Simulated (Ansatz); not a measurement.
Notes on Cu2SnO4

```xyz
14
Lattice="5.1656 0.0000 0.0000 0.0000 9.2099 0.0000 0.0000 0.0000 2.9740" Properties=species:S:1:pos:R:3 pbc="T T T"
O     1.9113    2.8551    0.0000
O     3.2544    6.3548    0.0000
O     4.4941    1.7499    0.0000
O     0.6715    7.4600    0.0000
Cu    0.2996    2.9472    1.4870
Cu    4.8660    6.2627    1.4870
Cu    2.8824    1.6578    1.4870
Cu    2.2832    7.5521    1.4870
Sn    0.0000    0.0000    0.0000
Sn    2.5828    4.6049    0.0000
O     1.0848    0.4605    1.4870
O     4.0809    8.7494    1.4870
O     3.6676    4.1444    1.4870
O     1.4980    5.0654    1.4870
```

Single point in Ansatz 0.2.0 with r2SCAN, no spin polarisation. Cutoff 500 eV, PAW datasets, 6×4×10 Γ-centred k mesh, fermi-dirac filling (width 0.0336 eV).

Question: What do density and ELF say about some of the short contacts?

Answer: O–Sn at 1.87 Å: least valence density 0.99 e/Å³ and ELF 0.24 there. O–Cu at 2.14 Å: least valence density 0.41 e/Å³ and ELF 0.11 there. These are pseudo-fields; inside the PAW spheres they differ from the all-electron ones.

Question: Which atom feels the largest force, and which way?

Answer: The largest is on O13 (and as large on other atoms): 6.61 eV/Å, components (6.32, -1.92, 0.00). It makes 128° with the line to a nearest neighbour, Sn10 at 1.90 Å.

Question: What happens at the Fermi level?

Answer: It is a metal, with about 15 states/eV a cell as the mean within 0.25 eV of the Fermi level, mostly Cu d (52 %) and O p (46 %).

Question: How is the charge shared?

Answer: Bader charges in e: Cu +1.10, Sn +2.73, O -1.30 to -1.16. In the mean Sn gives up most and O takes most.

Question: Is it stable against the elements?

Answer: -0.60 eV an atom against the elements' usual phases (free molecules for gases, crystals otherwise, with no correction for O₂ or N₂), so it is bound against them; other compounds may still compete. Relaxing would lower it.

Question: What does the stress say?

Answer: The pressure is 33.2 GPa (compression positive), so with the atoms held at these fractions the cell would first expand; the forces are large, so a full relaxation may end otherwise. The principal stresses 24.3, 37.5, 37.8 GPa differ, so its shape would change too.

Origin: a known structure type with other elements, at an estimated volume, so it need not be a known compound. Caveats: many states at the Fermi level without spin polarisation, so a magnetic state may lie lower; atoms or cell far from equilibrium.
